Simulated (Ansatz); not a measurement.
HfC: relaxed-ion elastic tensor

Computed with DFT PBE, scalar-relativistic, plane waves, PAW (Ansatz). Cutoff 420 eV, 20×20×20 k-points (Γ-centred), Fermi-Dirac smearing of 0.15 eV. No spin polarisation.

Equilibrium structure at this level:
```
CELL_PARAMETERS angstrom
0.00000 2.32573 2.32573
2.32573 0.00000 2.32573
2.32573 2.32573 0.00000
ATOMIC_POSITIONS crystal
Hf 0.50000 0.50000 0.50000
C 0.00000 0.00000 0.00000
```

It was relaxed at this level from a cell as deposited in COD. In a metal, frequencies and elastic constants depend on the k mesh and the smearing, soft modes and shear constants most. Some empty bands missed the eigensolver's threshold. Spin–orbit coupling is left out, which matters for heavy elements.

**Question.** Give the relaxed-ion elastic constants (GPa, Voigt order xx yy zz yz xz xy, on the Cartesian axes of the cell above).

**Answer.**
```
498.1 101.8 101.8   0.0   0.0   0.0
101.8 498.1 101.8   0.0   0.0   0.0
101.8 101.8 498.1   0.0   0.0   0.0
  0.0   0.0   0.0 171.1   0.0   0.0
  0.0   0.0   0.0   0.0 171.1   0.0
  0.0   0.0   0.0   0.0   0.0 171.1
```

**Question.** Is the crystal stable against homogeneous strain?

**Answer.** Yes: the least eigenvalue of the tensor is 171.1 GPa.

**Question.** And the moduli of a polycrystal (Hill averages)?

**Answer.** B = 234 GPa, G = 181 GPa, E = 432 GPa, ν = 0.19.
